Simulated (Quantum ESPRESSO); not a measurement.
In2AlGaP4, finding a planted mistake in a log

A calculation, not a measurement. The program is pw.x of Quantum ESPRESSO 7.5 (plane-wave density functional theory). The cell is made up: 8 atoms on a zincblende/diamond lattice, with randomly drawn elements, strain and displacements, not relaxed. PseudoDojo standard norm-conserving files (v0.5 for PBE, v0.4.1 for LDA and PBEsol) set the functional; there is no spin polarisation, spin-orbit coupling or dispersion term, and the masses in the input are unused placeholders.

Intended input:

```
&control calculation='scf', pseudo_dir='./dojo.nc.sr.pbe.v0_5.standard.upf', outdir='./o', disk_io='medium', tprnfor=.true., tstress=.true. /
&system ibrav=0, nat=8, ntyp=4, nbnd=37, ecutwfc=79.96652505, nosym=.true., tot_charge=0,
 occupations='smearing', smearing='fd', degauss=0.0018374661
/
&electrons conv_thr=7.350e-09, electron_maxstep=60, /
ATOMIC_SPECIES
Al 1.0 Al.upf
Ga 1.0 Ga.upf
In 1.0 In.upf
P 1.0 P.upf
CELL_PARAMETERS angstrom
5.8266 0.0 0.0
0.0 5.8266 0.0
0.0 0.0 5.8266
ATOMIC_POSITIONS angstrom
In -0.0065 -0.0308 -0.0399
Al -0.0357 2.8914 2.8587
Ga 2.9083 0.0529 3.0099
In 2.9575 2.9694 -0.052
P 1.4114 1.3402 1.4923
P 1.4414 4.4045 4.4976
P 4.4713 1.4562 4.2565
P 4.2443 4.3336 1.4823
K_POINTS automatic
4 4 4 1 1 1
```

The log is shortened where brackets say so; the opening notice, blank lines, dates and the lines on written files are dropped, and the path of the files is cut. It prints rydbergs, bohrs and kilobars, and counts compression as positive stress.

Log of the intended run:

```
     Program PWSCF v.7.5
     Parallel version (MPI & OpenMP), running on       1 processor cores
     Number of MPI processes:                 1
     Threads/MPI process:                     1
     [start-up lines left out]
     bravais-lattice index     =            0
     lattice parameter (alat)  =      11.0107  a.u.
     unit-cell volume          =    1334.8800 (a.u.)^3
     number of atoms/cell      =            8
     number of atomic types    =            4
     number of electrons       =        62.00
     number of Kohn-Sham states=           37
     kinetic-energy cutoff     =      79.9665  Ry
     charge density cutoff     =     319.8661  Ry
     scf convergence threshold =      7.3E-09
     mixing beta               =       0.7000
     number of iterations used =            8  plain     mixing
     Exchange-correlation= PBE
                           (   1   4   3   4   0   0   0)
     [axes and pseudopotential details left out]
   Cartesian axes
     site n.     atom                  positions (alat units)
         1        In     tau(   1) = (  -0.0011156  -0.0052861  -0.0068479  )
         2        Al     tau(   2) = (  -0.0061271   0.4962414   0.4906292  )
         3        Ga     tau(   3) = (   0.4991419   0.0090791   0.5165791  )
         4        In     tau(   4) = (   0.5075859   0.5096283  -0.0089246  )
         5        P      tau(   5) = (   0.2422339   0.2300141   0.2561185  )
         6        P      tau(   6) = (   0.2473827   0.7559297   0.7719081  )
         7        P      tau(   7) = (   0.7673944   0.2499228   0.7305290  )
         8        P      tau(   8) = (   0.7284351   0.7437614   0.2544022  )
     number of k points=    32  Fermi-Dirac smearing, width (Ry)=  0.0018
                       cart. coord. in units 2pi/alat
        k(    1) = (   0.1250000   0.1250000   0.1250000), wk =   0.0625000
        k(    2) = (   0.1250000   0.1250000   0.3750000), wk =   0.0625000
     [further k points left out]
     Dense  grid:   129043 G-vectors     FFT dimensions: (  64,  64,  64)
     Estimated max dynamical RAM per process >     170.47 MB
     Initial potential from superposition of free atoms
     starting charge      61.9865, renormalised to      62.0000
     Starting wfcs are   47 randomized atomic wfcs
     total cpu time spent up to now is       19.5 secs
     per-process dynamical memory:    97.0 Mb
     Self-consistent Calculation
     iteration #  1     ecut=    79.97 Ry     beta= 0.70
     Davidson diagonalization with overlap
     ethr =  1.00E-02,  avg # of iterations =  4.0
     Threshold (ethr) on eigenvalues was too large:
     Diagonalizing with lowered threshold
     Davidson diagonalization with overlap
     ethr =  5.97E-04,  avg # of iterations =  2.0
     total cpu time spent up to now is       84.9 secs
     total energy              =    -478.81658474 Ry
     estimated scf accuracy    <       0.37858827 Ry
     iteration #  2     ecut=    79.97 Ry     beta= 0.70
     Davidson diagonalization with overlap
     ethr =  6.11E-04,  avg # of iterations =  2.4
     total cpu time spent up to now is      120.5 secs
     total energy              =    -478.91725372 Ry
     estimated scf accuracy    <       0.10970237 Ry
     [iterations 3 to 9 left out]
     iteration # 10     ecut=    79.97 Ry     beta= 0.70
     Davidson diagonalization with overlap
     ethr =  6.30E-11,  avg # of iterations =  2.8
     total cpu time spent up to now is      503.8 secs
     total energy              =    -478.93780015 Ry
     estimated scf accuracy    <       0.00000001 Ry
     iteration # 11     ecut=    79.97 Ry     beta= 0.70
     Davidson diagonalization with overlap
     ethr =  1.66E-11,  avg # of iterations =  2.2
     total cpu time spent up to now is      542.6 secs
     End of self-consistent calculation
     [lines on levels left out]
!    total energy              =    -478.93780015 Ry
     estimated scf accuracy    <          2.1E-10 Ry
     smearing contrib. (-TS)   =      -0.00000000 Ry
     internal energy E=F+TS    =    -478.93780015 Ry
     The total energy is F=E-TS. E is the sum of the following terms:
     one-electron contribution =    -213.46351470 Ry
     hartree contribution      =     145.64386333 Ry
     xc contribution           =    -140.46031970 Ry
     ewald contribution        =    -270.65782908 Ry
     convergence has been achieved in  11 iterations
     Forces acting on atoms (cartesian axes, Ry/au):
     atom    1 type  3   force =    -0.03893557    0.00960390    0.04050968
     atom    2 type  1   force =     0.01858821    0.01176284   -0.00737134
     atom    3 type  2   force =    -0.01188784   -0.01539252   -0.01458285
     atom    4 type  3   force =    -0.01403379   -0.06116113    0.00665188
     atom    5 type  4   force =     0.02113465    0.04458171    0.03330768
     atom    6 type  4   force =     0.00855312   -0.02750132   -0.10827122
     atom    7 type  4   force =    -0.02782231    0.01050438   -0.00851340
     atom    8 type  4   force =     0.04440353    0.02760213    0.05826957
     Total force =     0.177600     Total SCF correction =     0.000039
     Computing stress (Cartesian axis) and pressure
          total   stress  (Ry/bohr**3)                   (kbar)     P=      -16.44
  -0.00011004  -0.00005432   0.00006372          -16.19       -7.99        9.37
  -0.00005432  -0.00011335   0.00006885           -7.99      -16.68       10.13
   0.00006372   0.00006885  -0.00011191            9.37       10.13      -16.46
     init_run     :     17.53s CPU     19.28s WALL (       1 calls)
     electrons    :    497.28s CPU    523.11s WALL (       1 calls)
     forces       :      7.41s CPU      7.51s WALL (       1 calls)
     stress       :     22.42s CPU     23.44s WALL (       1 calls)
     [timing details left out]
     PWSCF        :   9m 4.95s CPU   9m34.80s WALL
     JOB DONE.
```

A second run was made from an input with one planted mistake. Its log:

```
     Program PWSCF v.7.5
     Parallel version (MPI & OpenMP), running on       1 processor cores
     Number of MPI processes:                 1
     Threads/MPI process:                     1
     [start-up lines left out]
     bravais-lattice index     =            0
     lattice parameter (alat)  =      11.0107  a.u.
     unit-cell volume          =    1334.8800 (a.u.)^3
     number of atoms/cell      =            8
     number of atomic types    =            4
     number of electrons       =        62.00
     number of Kohn-Sham states=           37
     kinetic-energy cutoff     =      79.9665  Ry
     charge density cutoff     =     319.8661  Ry
     scf convergence threshold =      7.3E-09
     mixing beta               =       0.7000
     number of iterations used =            8  plain     mixing
     Exchange-correlation= PBE
                           (   1   4   3   4   0   0   0)
     [axes and pseudopotential details left out]
   Cartesian axes
     site n.     atom                  positions (alat units)
         1        P      tau(   1) = (  -0.0011156  -0.0052861  -0.0068479  )
         2        Al     tau(   2) = (  -0.0061271   0.4962414   0.4906292  )
         3        Ga     tau(   3) = (   0.4991419   0.0090791   0.5165791  )
         4        In     tau(   4) = (   0.5075859   0.5096283  -0.0089246  )
         5        P      tau(   5) = (   0.2422339   0.2300141   0.2561185  )
         6        P      tau(   6) = (   0.2473827   0.7559297   0.7719081  )
         7        In     tau(   7) = (   0.7673944   0.2499228   0.7305290  )
         8        P      tau(   8) = (   0.7284351   0.7437614   0.2544022  )
     number of k points=    32  Fermi-Dirac smearing, width (Ry)=  0.0018
                       cart. coord. in units 2pi/alat
        k(    1) = (   0.1250000   0.1250000   0.1250000), wk =   0.0625000
        k(    2) = (   0.1250000   0.1250000   0.3750000), wk =   0.0625000
     [further k points left out]
     Dense  grid:   129043 G-vectors     FFT dimensions: (  64,  64,  64)
     Estimated max dynamical RAM per process >     170.47 MB
     Initial potential from superposition of free atoms
     starting charge      61.9865, renormalised to      62.0000
     Starting wfcs are   47 randomized atomic wfcs
     total cpu time spent up to now is       18.8 secs
     per-process dynamical memory:    97.0 Mb
     Self-consistent Calculation
     iteration #  1     ecut=    79.97 Ry     beta= 0.70
     Davidson diagonalization with overlap
     ethr =  1.00E-02,  avg # of iterations =  3.4
     Threshold (ethr) on eigenvalues was too large:
     Diagonalizing with lowered threshold
     Davidson diagonalization with overlap
     ethr =  3.23E-04,  avg # of iterations =  3.4
     total cpu time spent up to now is       97.5 secs
     total energy              =    -478.64019614 Ry
     estimated scf accuracy    <       0.21957176 Ry
     iteration #  2     ecut=    79.97 Ry     beta= 0.70
     Davidson diagonalization with overlap
     ethr =  3.54E-04,  avg # of iterations =  3.1
     total cpu time spent up to now is      144.6 secs
     total energy              =    -478.66023283 Ry
     estimated scf accuracy    <       0.12582557 Ry
     [iterations 3 to 9 left out]
     iteration # 10     ecut=    79.97 Ry     beta= 0.70
     Davidson diagonalization with overlap
     ethr =  1.25E-10,  avg # of iterations =  3.9
     total cpu time spent up to now is      476.8 secs
     total energy              =    -478.69688229 Ry
     estimated scf accuracy    <       0.00000003 Ry
     iteration # 11     ecut=    79.97 Ry     beta= 0.70
     Davidson diagonalization with overlap
     ethr =  4.78E-11,  avg # of iterations =  2.1
     total cpu time spent up to now is      523.0 secs
     End of self-consistent calculation
     [lines on levels left out]
!    total energy              =    -478.69688229 Ry
     estimated scf accuracy    <          4.7E-09 Ry
     smearing contrib. (-TS)   =      -0.00029198 Ry
     internal energy E=F+TS    =    -478.69659031 Ry
     The total energy is F=E-TS. E is the sum of the following terms:
     one-electron contribution =    -228.72239548 Ry
     hartree contribution      =     153.31352275 Ry
     xc contribution           =    -140.28622955 Ry
     ewald contribution        =    -263.00148803 Ry
     convergence has been achieved in  11 iterations
     Forces acting on atoms (cartesian axes, Ry/au):
     atom    1 type  4   force =     0.02778634   -0.02354913    0.03804577
     atom    2 type  1   force =     0.05353513    0.06473248   -0.04717595
     atom    3 type  2   force =    -0.04330470   -0.04198069   -0.03545408
     atom    4 type  3   force =    -0.03365329   -0.02990733    0.02548850
     atom    5 type  4   force =    -0.01442984   -0.00496308   -0.01292896
     atom    6 type  4   force =    -0.05572684    0.03158654   -0.04366566
     atom    7 type  3   force =     0.00638654   -0.03290411    0.03430179
     atom    8 type  4   force =     0.05940667    0.03698531    0.04138860
     Total force =     0.186942     Total SCF correction =     0.000290
     Computing stress (Cartesian axis) and pressure
          total   stress  (Ry/bohr**3)                   (kbar)     P=        4.75
   0.00002889   0.00011055   0.00003938            4.25       16.26        5.79
   0.00011055   0.00006461  -0.00004610           16.26        9.50       -6.78
   0.00003938  -0.00004610   0.00000339            5.79       -6.78        0.50
     init_run     :     17.41s CPU     18.56s WALL (       1 calls)
     electrons    :    475.45s CPU    504.23s WALL (       1 calls)
     forces       :      7.94s CPU      8.05s WALL (       1 calls)
     stress       :     21.09s CPU     21.99s WALL (       1 calls)
     [timing details left out]
     PWSCF        :   8m42.15s CPU   9m13.25s WALL
     JOB DONE.
```

Question: what was wrong in the second input?

Answer: two atoms have their elements exchanged. The input lines that differ, file-writing options aside:

```
- In -0.0065 -0.0308 -0.0399
+ P -0.0065 -0.0308 -0.0399
- P 4.4713 1.4562 4.2565
+ In 4.4713 1.4562 4.2565
```

|  | intended run | run with the mistake |
| --- | --- | --- |
| free energy (eV) | -6516.281 | -6513.003 |
| smearing term -TS (eV) | 0.0000 | -0.0040 |
| pressure (GPa) | -1.64 | 0.48 |
| largest force component (eV/Å) | 2.784 | 1.664 |
| largest change of a force component (eV/Å) |  | 1.715 |
| iterations | 11 | 11 |

For scale, a rerun of the intended cell at 1377 eV and a 6 x 6 x 6 mesh moved values by no more than 0.008 eV in energy, 0.02 GPa in stress and 0.002 eV/Å in force.